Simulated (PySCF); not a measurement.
PySCF single point, HF/6-31G*, density fitting, vacuum, on C3H7NO (SMILES CN(C)C=O), charge 0, multiplicity 1.

```python
from pyscf import gto, scf, dft
mol = gto.M(atom='''
C     -1.311280    -0.705367    -0.000779
N      0.021421    -0.166603    -0.001844
C      1.103865    -1.121243    -0.000839
C      0.283471     1.150314    -0.000637
O      1.385022     1.645890     0.000437
H     -2.039011     0.103749    -0.014166
H     -1.467164    -1.335913    -0.880565
H     -1.475876    -1.313967     0.893145
H      2.039011    -0.564541     0.006096
H      1.050849    -1.757824     0.884916
H      1.060061    -1.749594    -0.893145
H     -0.641222     1.757824    -0.002046
''', basis='6-31G*', charge=0, spin=0, verbose=3)
mf = scf.RHF(mol)
mf = mf.density_fit()
mf.max_cycle = 100
e = mf.kernel()
print('converged', mf.converged)
print('E_total', e)
print('nao', mol.nao)
print('HOMO', mf.mo_energy[mf.mo_occ > 0].max())
mf.dip_moment()
```

The program's output:

```
converged SCF energy = -246.988424336618
converged True
E_total -246.98842433661818
nao 84
HOMO -0.3719203141795897
Dipole moment(X, Y, Z, Debye): -3.09673, -2.78755, -0.00185
```

The total energy is -6720.90 eV.
